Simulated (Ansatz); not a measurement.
A trial cell of AlB2As3, before relaxation:

```xyz
6
Lattice="-1.8221 1.8221 7.7306 1.8221 -1.8221 7.7306 1.8221 1.8221 -7.7306" Properties=species:S:1:pos:R:3 pbc="T T T"
Al    0.0000    0.0000    0.0000
B     0.0000    0.0000   10.3075
B     0.0000    0.0000    5.1537
As    0.0000    1.8221    3.8653
As    1.8221    0.0000    6.4422
As    1.8221    0.0000    1.2884
```

Method: DFT PBE, scalar-relativistic, plane waves, PAW in Ansatz 0.2.0. Cutoff 420 eV, Gaussian smearing, Γ-centred meshes. Cell and atoms relax first on a coarse mesh and then on a converged one. In between, the cell is made exact in the group found at 0.06 Å. The steps can't lower the symmetry of their start. No spin polarisation.

A guess keeps its type if space group and coordination stay and the shape of the cell changes little (axis ratios within about 15 %, angles within 6°); the volume may change.

**Question.** Will the relaxed cell still be of the starting type?

**Answer.** It keeps its type. The symmetry stays I-4m2 (No. 119). The volume per atom shrinks by 1.6 %, from 17.1 to 16.8 Å³. The shortest distance goes from 2.23 Å (Al–As and B–As) to 2.13 Å (B–As). The ratio c/a of the conventional cell changes by a factor of 1.04. Counting neighbours within 15 % of an atom's shortest distance, the start has Al 4, As 4, B 4 and the end Al 4, As 4, B 4.

The last run used a 10×10×10 mesh for its 6-atom cell and Gaussian smearing of 0.02 eV. A later test with randomly moved atoms came back to the same energy, though modes that don't fit the test's cell weren't probed.
